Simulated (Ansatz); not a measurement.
Relaxed-ion elastic tensor of LiF (rock salt, Fm-3m) in GPa (Voigt order), LDA (plane waves, PAW; program Ansatz); density 2.88 g/cm³, 7.47 Å³ per atom.

```
 158  51.1  51.1   0.0   0.0   0.0
51.1   158  51.1   0.0   0.0   0.0
51.1  51.1   158   0.0   0.0   0.0
 0.0   0.0   0.0  68.7   0.0   0.0
 0.0   0.0   0.0   0.0  68.7   0.0
 0.0   0.0   0.0   0.0   0.0  68.7
```

Question: Is the crystal mechanically stable?

Answer: Yes: the smallest eigenvalue of C is 68.7 GPa.

Question: Work out the Voigt, Reuss and Hill averages.

Answer: K_V = 86.7, K_R = 86.7, K_H = 86.7; G_V = 62.6, G_R = 61.7, G_H = 62.2 GPa.

Question: Give Young's modulus, Poisson's ratio, Pugh's ratio and the universal anisotropy index.

Answer: E = 9KG/(3K + G) = 151 GPa; ν = 0.21; K/G = 1.40 (brittle by the Pugh limit of 1.75); A_U = 5G_V/G_R + K_V/K_R − 6 = 0.08.

Question: Estimate the sound speeds and the Debye temperature.

Answer: v_l = √((K + 4G/3)/ρ) = 7670 m/s, v_t = √(G/ρ) = 4640 m/s, mean 5130 m/s; Θ = (h/k)(3n/4πV)^(1/3) v_m = 782 K.

Question: Give the Zener ratio and Young's modulus along [100], [110] and [111].

Answer: A = 2C44/(C11 − C12) = 1.29; 1/E = S11 − 2(S11 − S12 − S44/2)Γ with Γ = 0, 1/4, 1/3 gives 133, 154, 163 GPa.

Question: Solve the Christoffel equation for the three sound speeds along [100], [110], [111].

Answer: Eigenvalues of C_ijkl n_j n_l equal ρv². In km/s, slowest first: [100] 4.88, 4.88, 7.40; [110] 4.31, 4.88, 7.75; [111] 4.51, 4.51, 7.86.

Symmetry was held in the LDA relaxation; phonons on a q-mesh show no instability.

Potentials: the later of the program's two PAW sets.
